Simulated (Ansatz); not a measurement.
YHg (CsCl type, Pm-3m) at seven volumes, DFT-r²SCAN in the program Ansatz with PAW potentials, scaled uniformly. One row is withheld.

```json
[
 {"V (Å³/atom)": "23.136", "P (GPa)": "8.54"},
 {"V (Å³/atom)": "23.899", "P (GPa)": "5.21"},
 {"V (Å³/atom)": "24.661", "P (GPa)": "2.39"},
 {"V (Å³/atom)": "25.424", "P (GPa)": "0.00"},
 {"V (Å³/atom)": "26.187", "P (GPa)": "?"},
 {"V (Å³/atom)": "26.949", "P (GPa)": "-3.72"},
 {"V (Å³/atom)": "27.712", "P (GPa)": "-5.16"}
]
```

Fit the shown pressures and predict the withheld one.

P = (3/2)B₀(x^(7/2) − x^(5/2))[1 + (3/4)(B′ − 4)(x − 1)] with x = (V₀/V)^(2/3). Least squares on the six rows gives V₀ = 25.426 Å³/atom, B₀ = 72.9 GPa, B′ = 4.57. At V = 26.187, x = 0.9805 and P = -2.01 GPa. The run itself gave -2.02 GPa.

The workflow started from an entry of the Crystallography Open Database (COD). Its standing as an ambient phase is unchecked. The r²SCAN relaxation kept the symmetry of its start; whether a distortion lowers the energy is not shown. No spin polarisation was allowed. Spin–orbit coupling is left out wherever it is not named.

Potentials: the later of the program's two PAW sets.
